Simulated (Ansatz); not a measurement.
NaMgTe₃: reading a single point

```
Na Mg Te
1.0
     4.01707    0.00000    0.00000
     2.00854   -6.53481    0.00000
     0.00000    0.00000   -9.54901
Na Mg Te
2 2 6
Direct
  0.74570 0.50860 0.75000
  0.25430 0.49140 0.25000
  0.00000 0.00000 0.00000
  0.00000 0.00000 0.50000
  0.08420 0.83160 0.75000
  0.91580 0.16840 0.25000
  0.62780 0.74440 0.05630
  0.37220 0.25560 0.55630
  0.37220 0.25560 0.94370
  0.62780 0.74440 0.44370
```

Level: PBE, no spin polarisation; 420 eV; 9×9×4 Γ-centred mesh; fermi-dirac occupations (width 0.1 eV); Ansatz 0.2.0, fixed geometry.

Q: Is the cell too large or too small?

A: The pressure is 10.4 GPa (compression positive), so with the atoms held at these fractions the cell would first expand; the forces are large, so a full relaxation may end otherwise. The principal stresses 7.3, 11.9, 12.1 GPa differ, so its shape would change too.

Q: How is the charge shared?

A: Bader charges in e: Na +0.80, Mg +1.56, Te -0.82 to -0.77. In the mean Mg gives up most and Te takes most.

Q: Which atom feels the largest force, and which way?

A: The largest is on Te7 (and as large on other atoms): 1.62 eV/Å, components (0.00, 1.46, -0.69). It makes 131° with the line to a nearest neighbour, Mg3 at 2.67 Å.

Q: Is there a gap?

A: It is a metal, with about 7.8 states/eV a cell as the mean within 0.25 eV of the Fermi level, mostly Te p (96 %).

Origin: a known structure type with other elements, at an estimated volume, so it need not be a known compound. Caveats: atoms or cell far from equilibrium.
